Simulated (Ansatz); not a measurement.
# Sn: from a starting cell to a relaxed one

The start is a relaxed Sn cell displaced along its unstable phonon at q = (½, 0, 0) of its primitive reciprocal cell (17i cm⁻¹), largest move 0.15 Å. A full variable-cell relaxation at zero pressure is run with PBEsol (plane waves to 420 eV, PAW, scalar-relativistic; Ansatz, an electronic-structure program). The first steps use a coarse 6×11×11 k-mesh.

The start:
```
CELL_PARAMETERS angstrom
      6.06347     0.00000     0.00000
      0.00000     3.03174     0.00000
      0.00000     0.00000     3.03174
ATOMIC_POSITIONS crystal
  Sn 0.25000 0.50000 0.45052
  Sn 0.75000 0.50000 0.54948
```

**Question.** Which atoms feel the largest initial force, and how large is it?

**Answer.** 0.02 eV/Å, on Sn1, Sn2 (atoms numbered as listed).

**Question.** How much energy is released per atom?

**Answer.** 0.05 eV/atom.

**Question.** How does the volume per atom move from start to end?

**Answer.** -3.4 %, from 27.87 to 26.92 Å³/atom.

**Question.** Is the parent structure recovered?

**Answer.** It does not go back: it reaches P6/mmm (No. 191), AFLOW prototype A_hP1_191_a (A_f, as in Sn), 0.05 eV/atom below the parent.

**Question.** How do the shortest distances between atoms change?

**Answer.** The closest pairs of elements (up to four, under 3.6 Å), start → end: Sn–Sn 3.03 → 3.03 Å.

Final values are on a 17×17×15 k-mesh of the relaxed cell. No spin polarisation in the result.

The run could not lose the symmetry of its start: the end is stationary, and may be a saddle point rather than a minimum.

The relaxed structure here is a generated cell of Sn: the first start was made by placing the elements on the sites of a structure type, and the end was not matched to a known phase here, so it may be hypothetical. Known forms of Sn include space group No. 141, 227.
